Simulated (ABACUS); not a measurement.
Set-up for a self-consistent single point of Sb (Pm-3m, 1 atom in the cell; from Materials Project mp-133, changed as shown).

```
CELL_PARAMETERS angstrom
      3.02167     0.00000     0.00000
      0.00000     3.02167     0.00000
      0.00000     0.00000     3.02167
ATOMIC_POSITIONS crystal
  Sb 0.00000 0.00000 0.00000
```

All values come from this method and carry its errors: ABACUS with LDA (PW92), numerical atomic orbitals DZP (confined pseudo-atomic orbitals with Gaussian additions; energy shift 0.01 Ry), PseudoDojo 0.4 standard norm-conserving LDA (tails mended) pseudopotentials.

ABACUS settings:

```
key                                                                   value
---------------  ----------------------------------------------------------
basis                   DZP numerical atomic orbitals, energy shift 0.01 Ry
KPT                                                    Gamma 12 12 12 0 0 0
basis_type                                                             lcao
dft_functional                                                        PWLDA
ecutwfc                                                              100 Ry
smearing_method                                                          fd
smearing_sigma                                                0.00734986 Ry
potentials       PseudoDojo 0.4 standard norm-conserving LDA (tails mended)
symmetry                                                                  1
symmetry_prec                                                         1e-05
ks_solver                                                     scalapack_gvx
scf_nmax                                                                100
scf_thr                                                             1.0e-06
mixing_type                                                           pulay
mixing_beta                                                             0.4
```

Results:

Number of valence electrons: 15
Number of bands: 18
Number of k-points after the program's reduction: 84
Size of the basis: 25
Number of SCF iterations: 7
Free energy E − TS: -2467.9771 eV
Fermi level (on the code's own zero): 11.53 eV
Pressure: 1.13 GPa

Stress (GPa, positive for compression):
```
1.13  0.00  0.00
0.00  1.13  0.00
0.00  0.00  1.13
```

For comparison: a first run was changed to give this one (lattice scaled by 0.98), and from it to this one the free energy drops by 9.0 meV/atom and the pressure goes from -2.60 to 1.13 GPa.

The atom-centred basis is finite, which shifts total energies and pressures against plane waves. The structure comes from a collection of computed structures, made at another level of theory; the collection holds predicted forms beside known ones.

The atomic orbitals were generated for these runs; they are not ABACUS's published sets and were checked against plane waves on a few crystals only.

“Tails mended”: in these copies of the files the far tail of each local potential was reset to the Coulomb form.
